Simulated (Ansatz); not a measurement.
**Band table of Cr (bcc type)**

```xyz
1
Lattice="-1.3944 1.3944 1.3944 1.3944 -1.3944 1.3944 1.3944 1.3944 -1.3944" Properties=species:S:1:pos:R:3 pbc="T T T"
Cr    0.0000    0.0000    0.0000
```

The base cell comes from a relaxation on PAW files under the same functional.

All numbers are LDA results (scalar-relativistic) from Ansatz 0.2.0, with a Γ-centred 21×21×21 k mesh, Fermi–Dirac smearing of 0.1 eV, spin-polarised from start moments Cr 2 μB. Methods: PAW: frozen-core files, cutoff 420 eV.

This run: the series' base cell.

Antiferromagnetic order, which Cr and Mn prefer near zero pressure, wasn't tried. The start moments died away, and the runs ended non-magnetic. The PAW files were made under PBE.

Path points, in fractions of the reciprocal vectors: Γ (0.000, 0.000, 0.000), H (0.500, -0.500, 0.500), N (0.000, 0.000, 0.500), P (0.250, 0.250, 0.250). The distance column jumps between branches of the path. Levels in eV from the Fermi level; bands 5 to 10, counted from the lowest band of the run. The gap is zero, the pressure 0.02 GPa.

```
# k(1/Å) point b5 b6 b7 b8 b9 b10
0.000 Γ -8.06 -1.02 -1.02 -1.02 1.17 1.17
0.282 - -7.70 -1.03 -1.03 -0.89 0.90 1.27
0.563 - -6.69 -1.02 -1.02 -0.52 0.16 1.55
0.845 - -5.31 -0.91 -0.86 -0.86 0.04 1.98
1.127 - -4.08 -2.08 -0.45 -0.45 0.73 2.77
1.408 - -3.68 -3.17 0.27 0.27 1.46 4.40
1.690 - -4.05 -4.04 1.24 1.24 2.10 6.91
1.971 - -4.60 -4.57 2.23 2.23 2.54 9.66
2.253 H -4.79 -4.79 2.70 2.70 2.70 11.15
2.452 - -4.69 -4.68 2.36 2.45 2.72 10.80
2.651 - -4.42 -4.35 1.52 1.79 2.76 9.88
2.850 - -4.08 -3.81 0.48 0.99 2.83 8.65
3.050 - -3.87 -3.07 -0.55 0.40 2.92 7.26
3.249 - -3.99 -2.16 -1.45 0.33 3.00 5.80
3.448 - -4.35 -2.14 -1.09 0.66 3.08 4.32
3.647 - -4.67 -2.57 0.12 1.04 2.86 3.12
3.846 N -4.80 -2.72 1.20 1.33 1.56 3.14
4.045 - -4.77 -2.66 0.75 1.27 1.53 2.94
4.244 - -4.77 -2.50 -0.24 1.14 1.46 2.39
4.444 - -5.01 -2.24 -1.07 0.97 1.38 1.63
4.643 - -5.68 -1.92 -1.34 0.82 0.83 1.30
4.842 - -6.56 -1.59 -1.23 0.07 0.79 1.23
5.041 - -7.35 -1.30 -1.09 -0.52 0.91 1.19
5.240 - -7.87 -1.09 -1.03 -0.89 1.09 1.17
5.439 Γ -8.06 -1.02 -1.02 -1.02 1.17 1.17
5.683 - -7.78 -1.10 -1.10 -0.79 1.12 1.12
5.927 - -7.02 -1.37 -1.37 -0.12 1.04 1.04
6.171 - -5.88 -1.80 -1.80 0.96 1.06 1.06
6.415 - -4.58 -2.25 -2.25 1.19 1.19 2.39
6.659 - -3.34 -2.59 -2.59 1.36 1.36 4.12
6.903 - -2.74 -2.74 -2.47 1.50 1.50 6.12
7.147 - -2.68 -2.68 -2.21 1.59 1.59 8.42
7.391 P -2.49 -2.49 -2.49 1.62 1.62 10.93
7.634 - -2.97 -2.28 -2.28 1.59 1.59 9.94
7.878 - -3.24 -2.19 -2.19 1.53 1.53 9.38
8.122 - -3.03 -2.38 -2.38 1.52 1.52 9.28
8.366 - -2.88 -2.88 -2.25 1.66 1.66 9.58
8.610 - -3.56 -3.56 -0.96 1.96 1.96 10.07
8.854 - -4.19 -4.19 0.63 2.31 2.31 10.60
9.098 - -4.63 -4.63 2.08 2.59 2.59 11.00
9.342 H -4.79 -4.79 2.70 2.70 2.70 11.15
11.293 P -2.49 -2.49 -2.49 1.62 1.62 10.93
11.434 - -2.68 -2.60 -2.23 1.61 1.62 9.76
11.575 - -2.88 -2.79 -1.87 1.56 1.61 8.61
11.715 - -3.29 -2.83 -1.43 1.49 1.60 7.48
11.856 - -3.74 -2.83 -0.90 1.40 1.59 6.39
11.997 - -4.16 -2.80 -0.30 1.33 1.58 5.35
12.138 - -4.50 -2.76 0.36 1.26 1.57 4.37
12.279 - -4.72 -2.73 0.99 1.22 1.56 3.55
12.419 N -4.80 -2.72 1.20 1.33 1.56 3.14
```
